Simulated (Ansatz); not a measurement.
A geometry of Bi2Te3 away from equilibrium: the start of the relaxation of a generated cell, Bi2Te3 placed in the AFLOW prototype A3B2_hP5_164_ad_d (D5_13, as in Al3Ni2). Calculation: PBE (plane waves to 420 eV, PAW, scalar-relativistic; Ansatz, a program for electronic structure). Γ-centred k-mesh 5×5×4 on the run's cell (coarser than for final values), Fermi–Dirac smearing 0.05 eV.

```xyz
5
Lattice="5.5107 0.0000 0.0000 -2.7553 4.7724 0.0000 0.0000 0.0000 6.6905" Properties=species:S:1:pos:R:3:forces:R:3 pbc="T T T" free_energy=-45737.972 pressure_GPa=-1.3
Te     0.0000     0.0000     0.0000    0.0000    0.0000    0.0000
Te     0.0000     3.1816     4.3354    0.0000    0.0000    0.4716
Te     2.7553     1.5908     2.3550    0.0000    0.0000   -0.4716
Bi     0.0000     3.1816     0.9969    0.0000    0.0000    0.5796
Bi     2.7553     1.5908     5.6936    0.0000    0.0000   -0.5796
```

Positions in Å, forces in eV/Å, free energy of the cell in eV (comparable only within this code, potentials and settings). Largest force: 0.58 eV/Å, on Bi4, Bi5 (atoms numbered as listed); the geometry lies 0.37 eV/atom above the end of its relaxation.

No spin polarisation in the result.

The run could not lose the symmetry of its start, so the end can be a saddle point.

The end of the path is a generated cell of Bi2Te3: the first start was made by placing the elements on the sites of a structure type, and the end was not matched to a known phase here, so it may be hypothetical. Known forms of Bi2Te3 include space group No. 166.
